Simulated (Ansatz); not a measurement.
A trial cell of Al₂Ga₃As₅, before relaxation:

```cif
data_structure
_symmetry_space_group_name_H-M 'I-4m2'
_symmetry_Int_Tables_number 119
_cell_length_a 3.8783
_cell_length_b 3.8783
_cell_length_c 27.4235
_cell_angle_alpha 90.000
_cell_angle_beta 90.000
_cell_angle_gamma 90.000
_cell_volume 412.48
loop_
_atom_site_label
_atom_site_type_symbol
_atom_site_symmetry_multiplicity
_atom_site_Wyckoff_symbol
_atom_site_fract_x
_atom_site_fract_y
_atom_site_fract_z
_atom_site_occupancy
Al1 Al 4 e 0.00000 0.00000 0.20000 1
Ga1 Ga 2 a 0.00000 0.00000 0.00000 1
Ga2 Ga 4 e 0.50000 0.50000 0.10000 1
As1 As 4 f 0.00000 0.50000 0.05000 1
As2 As 4 f 0.50000 0.00000 0.15000 1
As3 As 2 c 0.00000 0.50000 0.25000 1
```

The calculation used DFT PBE, scalar-relativistic, plane waves, PAW (Ansatz 0.2.0). Cutoff 420 eV, Gaussian smearing, Γ-centred meshes. Cell and atoms relax first on a coarse mesh and then on a converged one. In between, the cell is made exact in the group found at 0.06 Å. The steps can't lower the symmetry of their start. No spin polarisation.

A guess keeps its type if space group and coordination stay and the shape of the cell changes little (axis ratios within about 15 %, angles within 6°); the volume may change.

Task: Does it keep its structure type, or change into something else?

Result: It keeps its type. The symmetry stays I-4m2 (No. 119). The volume per atom grows by 14.5 %, from 20.6 to 23.6 Å³. The shortest distance goes from 2.37 Å (Al–As and Ga–As) to 2.48 Å (Al–As). The ratio c/a of the conventional cell changes by a factor of 1.00. Counting neighbours within 15 % of an atom's shortest distance, the start has Al 4, As 4, Ga 4 and the end Al 4, As 4, Ga 4.

The zero of energy is the elements' standard structures at the same level; no fitted shifts are applied.

Task: At what energy does it end?

Result: −0.405 eV/atom. Whether it is stable depends on the other phases of the system, which aren't compared here.

The last run used a 10×10×10 mesh for its 10-atom cell and Gaussian smearing of 0.02 eV. The reference form of As is held partly by dispersion forces, which this level lacks. A later test with randomly moved atoms came back to the same energy, though modes that don't fit the test's cell weren't probed.
